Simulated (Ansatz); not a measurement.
Input file for Ansatz (a first-principles code):

Ansatz 0.2 input:
```yaml
crystal:
  lattice:
    - [2.7562062376, 1.5912964132, 4.8455201208]
    - [-2.7562062376, 1.5912964132, 4.8455201208]
    - [0.0, -3.1825928265, 4.8455201208]
  atoms:
    - { symbol: In, position: [0.1425454313, 0.1425454313, 0.1425454313] }
    - { symbol: In, position: [0.8574545687, 0.8574545687, 0.8574545687] }
    - { symbol: In, position: [0.3574545687, 0.3574545687, 0.3574545687] }
    - { symbol: In, position: [0.6425454313, 0.6425454313, 0.6425454313] }
    - { symbol: O, position: [0.5458548039, 0.25, 0.9541451961] }
    - { symbol: O, position: [0.4541451961, 0.75, 0.0458548039] }
    - { symbol: O, position: [0.9541451961, 0.5458548039, 0.25] }
    - { symbol: O, position: [0.0458548039, 0.4541451961, 0.75] }
    - { symbol: O, position: [0.25, 0.9541451961, 0.5458548039] }
    - { symbol: O, position: [0.75, 0.0458548039, 0.4541451961] }
kpoints:
  mp_grid: { grid: [6, 6, 6] }
hamiltonian:
  xc: pbesol
  pseudopotentials: { kind: paw }
scf:
  occupations: { method: fixed }
elastic: { mode: relaxed_ion, stencil: two_point, amplitude: 0.005, f_tol: 0.0005 }
```

Output (shortened):

```
Pseudopotential: In, paw, valence charge 13
Pseudopotential: O, paw, valence charge 6
Functional definition: PBEsol
Crystal: 10 atoms, lattice volume = 127.513 Å³
Basis set: ecut = 420 eV, 2489 PW (Γ), exchange–correlation on 80×80×80 points (8 copies of the dense FFT grid, shifted against one another)
Bands: 54, of which v1, the nominal top of the filled ones, is band 44 counted from 1 (43 counted from 0)
Symmetry: 12 space group operations
Space group: R-3c (ITA 167), of the structure as read, at distance tolerance 5.0e-5 Å
k-points: 32 of 216
SCF 1 converged in 12 iterations: F = -25467.582309 eV  dr2 = 7.51e-15
relax step   1: F+E_penalty+E_count = -25467.58230881 eV  Δ(F+E_penalty+E_count) = +0.000e0 eV  max|allowed force component| = 1.054e-3 eV/Å  Δτ_max = 0.0000 Å  (12 SCF iters, accepted)
Crystal: 10 atoms, lattice volume = 127.513 Å³
SCF 2 converged in 9 iterations: F = -25467.582309 eV  dr2 = 1.81e-14
relax step   2: F+E_penalty+E_count = -25467.58230899 eV  Δ(F+E_penalty+E_count) = -1.838e-7 eV  max|allowed force component| = 5.337e-4 eV/Å  Δτ_max = 0.0001 Å  (9 SCF iters, accepted)
Crystal: 10 atoms, lattice volume = 127.513 Å³
SCF 3 converged in 7 iterations: F = -25467.582309 eV  dr2 = 1.59e-14
relax step   3: F+E_penalty+E_count = -25467.58230906 eV  Δ(F+E_penalty+E_count) = -6.480e-8 eV  max|allowed force component| = 1.920e-4 eV/Å  Δτ_max = 0.0000 Å  (7 SCF iters, accepted)
Crystal: 10 atoms, lattice volume = 127.513 Å³
SCF 4 converged in 5 iterations: F = -25467.582309 eV  dr2 = 7.94e-14
Crystal: 10 atoms, lattice volume = 126.875 Å³
Basis set: ecut = 420 eV, 2477 PW (Γ), exchange–correlation on 80×80×80 points (8 copies of the dense FFT grid, shifted against one another)
Symmetry: 4 space group operations
k-points: 68 of 216
SCF 5 converged in 12 iterations: F = -25467.578991 eV  dr2 = 2.00e-14
relax step   1: F+E_penalty+E_count = -25467.57899146 eV  Δ(F+E_penalty+E_count) = +0.000e0 eV  max|allowed force component| = 2.888e-2 eV/Å  Δτ_max = 0.0000 Å  (12 SCF iters, accepted)
Crystal: 10 atoms, lattice volume = 126.875 Å³
SCF 6 converged in 10 iterations: F = -25467.579229 eV  dr2 = 2.48e-14
relax step   2: F+E_penalty+E_count = -25467.57922871 eV  Δ(F+E_penalty+E_count) = -2.373e-4 eV  max|allowed force component| = 6.671e-3 eV/Å  Δτ_max = 0.0018 Å  (10 SCF iters, accepted)
Crystal: 10 atoms, lattice volume = 126.875 Å³
SCF 7 converged in 10 iterations: F = -25467.579251 eV  dr2 = 4.90e-15
relax step   3: F+E_penalty+E_count = -25467.57925086 eV  Δ(F+E_penalty+E_count) = -2.215e-5 eV  max|allowed force component| = 1.489e-3 eV/Å  Δτ_max = 0.0008 Å  (10 SCF iters, accepted)
Crystal: 10 atoms, lattice volume = 126.875 Å³
SCF 8 converged in 8 iterations: F = -25467.579252 eV  dr2 = 4.49e-14
relax step   4: F+E_penalty+E_count = -25467.57925165 eV  Δ(F+E_penalty+E_count) = -7.866e-7 eV  max|allowed force component| = 4.986e-4 eV/Å  Δτ_max = 0.0002 Å  (8 SCF iters, accepted)
Crystal: 10 atoms, lattice volume = 126.875 Å³
SCF 9 converged in 2 iterations: F = -25467.579252 eV  dr2 = 3.57e-14
Crystal: 10 atoms, lattice volume = 128.151 Å³
Basis set: ecut = 420 eV, 2513 PW (Γ), exchange–correlation on 80×80×80 points (8 copies of the dense FFT grid, shifted against one another)
SCF 10 converged in 12 iterations: F = -25467.579326 eV  dr2 = 3.08e-14
relax step   1: F+E_penalty+E_count = -25467.57932576 eV  Δ(F+E_penalty+E_count) = +0.000e0 eV  max|allowed force component| = 2.773e-2 eV/Å  Δτ_max = 0.0000 Å  (12 SCF iters, accepted)
Crystal: 10 atoms, lattice volume = 128.151 Å³
SCF 11 converged in 10 iterations: F = -25467.579553 eV  dr2 = 4.52e-14
relax step   2: F+E_penalty+E_count = -25467.57955338 eV  Δ(F+E_penalty+E_count) = -2.276e-4 eV  max|allowed force component| = 2.040e-3 eV/Å  Δτ_max = 0.0021 Å  (10 SCF iters, accepted)
Crystal: 10 atoms, lattice volume = 128.151 Å³
SCF 12 converged in 9 iterations: F = -25467.579554 eV  dr2 = 4.10e-15
relax step   3: F+E_penalty+E_count = -25467.57955437 eV  Δ(F+E_penalty+E_count) = -9.986e-7 eV  max|allowed force component| = 4.886e-4 eV/Å  Δτ_max = 0.0002 Å  (9 SCF iters, accepted)
Crystal: 10 atoms, lattice volume = 128.151 Å³
SCF 13 converged in 2 iterations: F = -25467.579554 eV  dr2 = 2.20e-14
Crystal: 10 atoms, lattice volume = 126.875 Å³
SCF 14 converged in 11 iterations: F = -25467.579680 eV  dr2 = 2.05e-14
relax step   1: F+E_penalty+E_count = -25467.57967989 eV  Δ(F+E_penalty+E_count) = +0.000e0 eV  max|allowed force component| = 5.174e-2 eV/Å  Δτ_max = 0.0000 Å  (11 SCF iters, accepted)
Crystal: 10 atoms, lattice volume = 126.875 Å³
SCF 15 converged in 10 iterations: F = -25467.580110 eV  dr2 = 1.72e-14
relax step   2: F+E_penalty+E_count = -25467.58010995 eV  Δ(F+E_penalty+E_count) = -4.301e-4 eV  max|allowed force component| = 5.191e-3 eV/Å  Δτ_max = 0.0042 Å  (10 SCF iters, accepted)
Crystal: 10 atoms, lattice volume = 126.875 Å³
SCF 16 converged in 8 iterations: F = -25467.580117 eV  dr2 = 4.95e-15
relax step   3: F+E_penalty+E_count = -25467.58011691 eV  Δ(F+E_penalty+E_count) = -6.962e-6 eV  max|allowed force component| = 2.922e-4 eV/Å  Δτ_max = 0.0003 Å  (8 SCF iters, accepted)
Crystal: 10 atoms, lattice volume = 126.875 Å³
SCF 17 converged in 2 iterations: F = -25467.580117 eV  dr2 = 2.24e-14
Crystal: 10 atoms, lattice volume = 128.151 Å³
Basis set: ecut = 420 eV, 2507 PW (Γ), exchange–correlation on 80×80×80 points (8 copies of the dense FFT grid, shifted against one another)
SCF 18 converged in 11 iterations: F = -25467.579853 eV  dr2 = 2.14e-14
relax step   1: F+E_penalty+E_count = -25467.57985346 eV  Δ(F+E_penalty+E_count) = +0.000e0 eV  max|allowed force component| = 4.854e-2 eV/Å  Δτ_max = 0.0000 Å  (11 SCF iters, accepted)
Crystal: 10 atoms, lattice volume = 128.151 Å³
SCF 19 converged in 10 iterations: F = -25467.580258 eV  dr2 = 1.91e-14
relax step   2: F+E_penalty+E_count = -25467.58025779 eV  Δ(F+E_penalty+E_count) = -4.043e-4 eV  max|allowed force component| = 2.398e-3 eV/Å  Δτ_max = 0.0041 Å  (10 SCF iters, accepted)
Crystal: 10 atoms, lattice volume = 128.151 Å³
SCF 20 converged in 8 iterations: F = -25467.580259 eV  dr2 = 1.31e-14
relax step   3: F+E_penalty+E_count = -25467.58025874 eV  Δ(F+E_penalty+E_count) = -9.554e-7 eV  max|allowed force component| = 1.462e-5 eV/Å  Δτ_max = 0.0002 Å  (8 SCF iters, accepted)
Crystal: 10 atoms, lattice volume = 128.151 Å³
SCF 21 converged in 2 iterations: F = -25467.580259 eV  dr2 = 2.97e-14
Crystal: 10 atoms, lattice volume = 127.512 Å³
SCF 22 converged in 11 iterations: F = -25467.581513 eV  dr2 = 6.02e-14
relax step   1: F+E_penalty+E_count = -25467.58151257 eV  Δ(F+E_penalty+E_count) = +0.000e0 eV  max|allowed force component| = 2.175e-2 eV/Å  Δτ_max = 0.0000 Å  (11 SCF iters, accepted)
Crystal: 10 atoms, lattice volume = 127.512 Å³
SCF 23 converged in 10 iterations: F = -25467.581628 eV  dr2 = 9.27e-15
relax step   2: F+E_penalty+E_count = -25467.58162845 eV  Δ(F+E_penalty+E_count) = -1.159e-4 eV  max|allowed force component| = 6.393e-3 eV/Å  Δτ_max = 0.0018 Å  (10 SCF iters, accepted)
Crystal: 10 atoms, lattice volume = 127.512 Å³
SCF 24 converged in 9 iterations: F = -25467.581645 eV  dr2 = 3.68e-14
relax step   3: F+E_penalty+E_count = -25467.58164476 eV  Δ(F+E_penalty+E_count) = -1.631e-5 eV  max|allowed force component| = 2.316e-3 eV/Å  Δτ_max = 0.0007 Å  (9 SCF iters, accepted)
Crystal: 10 atoms, lattice volume = 127.512 Å³
SCF 25 converged in 9 iterations: F = -25467.581648 eV  dr2 = 1.17e-14
relax step   4: F+E_penalty+E_count = -25467.58164834 eV  Δ(F+E_penalty+E_count) = -3.579e-6 eV  max|allowed force component| = 5.425e-4 eV/Å  Δτ_max = 0.0005 Å  (9 SCF iters, accepted)
Crystal: 10 atoms, lattice volume = 127.512 Å³
SCF 26 converged in 8 iterations: F = -25467.581648 eV  dr2 = 5.54e-15
relax step   5: F+E_penalty+E_count = -25467.58164842 eV  Δ(F+E_penalty+E_count) = -7.398e-8 eV  max|allowed force component| = 1.233e-4 eV/Å  Δτ_max = 0.0000 Å  (8 SCF iters, accepted)
Crystal: 10 atoms, lattice volume = 127.512 Å³
SCF 27 converged in 2 iterations: F = -25467.581648 eV  dr2 = 2.09e-14
Crystal: 10 atoms, lattice volume = 127.512 Å³
Basis set: ecut = 420 eV, 2491 PW (Γ), exchange–correlation on 80×80×80 points (8 copies of the dense FFT grid, shifted against one another)
SCF 28 converged in 11 iterations: F = -25467.581485 eV  dr2 = 6.27e-14
relax step   1: F+E_penalty+E_count = -25467.58148493 eV  Δ(F+E_penalty+E_count) = +0.000e0 eV  max|allowed force component| = 2.165e-2 eV/Å  Δτ_max = 0.0000 Å  (11 SCF iters, accepted)
Crystal: 10 atoms, lattice volume = 127.512 Å³
SCF 29 converged in 10 iterations: F = -25467.581621 eV  dr2 = 1.83e-14
relax step   2: F+E_penalty+E_count = -25467.58162095 eV  Δ(F+E_penalty+E_count) = -1.360e-4 eV  max|allowed force component| = 4.931e-4 eV/Å  Δτ_max = 0.0027 Å  (10 SCF iters, accepted)
Crystal: 10 atoms, lattice volume = 127.512 Å³
SCF 30 converged in 2 iterations: F = -25467.581621 eV  dr2 = 2.68e-14
SCF converged after 5 iterations
Stability not checked: this state was not tested for a lower state beside it, because too few of the mixer's solves of this state at the end of the SCF gave a …
Free energy (F): -25467.582309 eV
Harris-Foulkes:  -25467.582309 eV  (|F-HF|=3.64e-12)
Internal energy: -25467.582309 eV  (E = F + TS)
E sigma→0 (E₀):  -25467.582309 eV
Fermi energy:    8.679570 eV
--- Per-component energies (eV) ---
  E_band       = 16.177447
  E_kinetic    = 2029.194490
  E_local      = -5894.584015  (includes V_loc(G=0)·N_el)
  E_nonlocal   = 1780.310657
  E_hartree    = 2257.572066
  E_xc         = -1284.365049
  E_vxc        = -953.448390  (∫ρ·V_xc dr)
  E_paw        = -17273.592838  (= ΣΔE_a)
  E_vpaw       = -1460.453743  (= ΣTr[D̂ρ^β])
  E_aug_tail   = 0.014318  (compensation charges beyond the density's cutoff)
  E_ewald      = -7083.287275
  E_core_change = 1.155337  (= ΣΔE_core)
  E_smearing   =  0.000000  (= −TS)
  E_closure    = 0.000000  (closes the sum)
  Σ components = -25467.582309   (vs F -25467.582309, Δ=0.00e0)
--- Forces (eV/Å), atoms counted from 1 ---
  atom   1  In     0.00000000     0.00000000    -0.00019194
  atom   2  In     0.00000000     0.00000000     0.00019194
  atom   3  In     0.00000000     0.00000000     0.00019194
  atom   4  In     0.00000000     0.00000000    -0.00019194
  atom   5  O      0.00004212     0.00007296     0.00000000
  atom   6  O     -0.00004212    -0.00007296     0.00000000
  atom   7  O     -0.00008425     0.00000000     0.00000000
  atom   8  O      0.00008425     0.00000000     0.00000000
  atom   9  O      0.00004212    -0.00007296     0.00000000
  atom  10  O     -0.00004212     0.00007296     0.00000000
  max |Σ_I F_I| component: 6.93e-18 eV/Å
--- Stress (GPa, compression-positive) ---
        0.000532       0.000000       0.000000
        0.000000       0.000532       0.000000
        0.000000       0.000000      -0.006086
  P = ⅓ Tr σ = -0.0017 GPa (-0.017 kbar)
--- Band table (eV; the first three rows and the last of 32) ---
  k-point 0: bands = ["-8.8554", "-7.9502", "-7.9502", "-7.7372", "-7.7372", "-7.6502", "-3.5919", "-3.5919", "-3.4387", "-3.4344", "-3.4344", "-3.3041", "-3.2795", "-3.2795", "-3.2360", "-3.2360", "-3.1822", "-3.1822", "-3.0662", "-3.0636", "-3.0636", …
  k-point 1: bands = ["-8.7779", "-7.9413", "-7.9352", "-7.8076", "-7.7537", "-7.6757", "-3.5752", "-3.5615", "-3.4623", "-3.4425", "-3.4130", "-3.3220", "-3.2681", "-3.2631", "-3.2554", "-3.2393", "-3.1937", "-3.1799", "-3.0875", "-3.0613", "-3.0601", …
  k-point 2: bands = ["-8.5671", "-8.0080", "-7.9082", "-7.8910", "-7.7982", "-7.7400", "-3.5523", "-3.5128", "-3.4580", "-3.4342", "-3.3885", "-3.3426", "-3.3062", "-3.2853", "-3.2476", "-3.2383", "-3.1866", "-3.1637", "-3.1263", "-3.0625", "-3.0549", …
  k-point 31: bands = ["-8.2911", "-8.2911", "-7.8462", "-7.8462", "-7.8462", "-7.8462", "-3.4887", "-3.4887", "-3.4731", "-3.4731", "-3.4731", "-3.4731", "-3.3020", "-3.3020", "-3.3020", "-3.3020", "-3.0799", "-3.0799", "-3.0799", "-3.0799", "-2.9613", …
--- Elastic constants: 3 strain directions × 2 members + reference (group order 12) ---
  dense FFT box of the reference and of every strained cell: 40×40×40
  strains applied: 11, 33, 23; error gains …
  reference relaxed by the batch: 3 steps …
  largest displacement 8.2e-5 Å; the constants are those of the deck's cell at these positions:
  atoms:
    - { symbol: In, position: [0.14254756266549445, 0.14254756266549445, 0.14254756266549445] }
    - { symbol: In, position: [0.8574524373345059, 0.8574524373345059, 0.8574524373345057] }
    - { symbol: In, position: [0.35745243733450555, 0.35745243733450555, 0.3574524373345055] }
    - { symbol: In, position: [0.6425475626654944, 0.6425475626654944, 0.6425475626654943] }
    - { symbol: O, position: [0.5458696865430617, 0.25, 0.9541303134569383] }
    - { symbol: O, position: [0.4541303134569385, 0.7500000000000001, 0.045869686543061616] }
    - { symbol: O, position: [0.9541303134569387, 0.5458696865430617, 0.2500000000000001] }
    - { symbol: O, position: [0.045869686543061616, 0.45413031345693855, 0.75] }
    - { symbol: O, position: [0.25000000000000017, 0.9541303134569388, 0.5458696865430616] }
    - { symbol: O, position: [0.7500000000000001, 0.04586968654306156, 0.45413031345693844] }
  C = ∂σ_k/∂η_j (tension-positive GPa; Voigt order 11 22 33 23 13 12):
       281.812    150.361    113.178      7.465      0.000      0.000
       150.361    281.812    113.178     -7.465      0.000      0.000
       113.114    113.114    208.989      0.000      0.000      0.000
         7.450     -7.450      0.000     60.454      0.000      0.000
         0.000      0.000      0.000      0.000     60.454      7.450
         0.000      0.000      0.000      0.000      7.465     65.726
  reference stress σ⁰ (GPa):     -0.001     -0.001      0.006      0.000      0.000      0.000
  moduli (Voigt/Reuss/Hill, GPa): K = 169.55/162.78/166.16   G = 63.72/62.40/63.06   E = 167.94   ν = 0.332
  mechanically stable: yes (min eigenvalue of sym C = 55.18 GPa)
  strain η (Voigt 11):  stress-route row diagonal C_11 = 281.81 GPa, energy-path curvature d²(F+E_count+ΔE)/dδ²/Ω₀ = 281.73 GPa
         δ    σ_11 (GPa)             F (eV)   n_scf  n_hpsi   n_pw
    -5.000e-3      -1.4229      -25467.5792516       2   29682   2500   relax 4 steps, max|allowed force component| 4.99e-4 eV/Å
     5.000e-3       1.3952      -25467.5795544       2   29296   2522   relax 3 steps, max|allowed force component| 4.89e-4 eV/Å
  strain η (Voigt 33):  stress-route row diagonal C_33 = 208.99 GPa, energy-path curvature d²(F+E_count+ΔE)/dδ²/Ω₀ = 208.91 GPa
         δ    σ_33 (GPa)             F (eV)   n_scf  n_hpsi   n_pw
    -5.000e-3      -1.0427      -25467.5801169       2   13710   2502   relax 3 steps, max|allowed force component| 2.92e-4 eV/Å
     5.000e-3       1.0471      -25467.5802587       2   14310   2520   relax 3 steps, max|allowed force component| 1.46e-5 eV/Å
  strain η (Voigt 23):  stress-route row diagonal C_44 = 60.45 GPa, energy-path curvature d²(F+E_count+ΔE)/dδ²/Ω₀ = 60.47 GPa
         δ    σ_23 (GPa)             F (eV)   n_scf  n_hpsi   n_pw
    -5.000e-3      -0.3029      -25467.5816484       2   29182   2516   relax 5 steps, max|allowed force component| 1.23e-4 eV/Å
     5.000e-3       0.3016      -25467.5816210       2   30234   2512   relax 2 steps, max|allowed force component| 4.93e-4 eV/Å
```

Cost: about 12 core-minutes (a rough figure) on shared cores.

The workflow started from a Materials Project entry (that database holds measured and hypothetical structures alike); the Crystallography Open Database files this formula in space group No. 167, but the cells were not matched. It is not the phase usual at ambient conditions (space group No. 206). The PBEsol relaxation kept the symmetry of its start; whether a distortion lowers the energy is not shown. Spin–orbit coupling is left out wherever it is not named.

Potentials: the later of the program's two PAW sets.

Ansatz is a plane-wave DFT program.
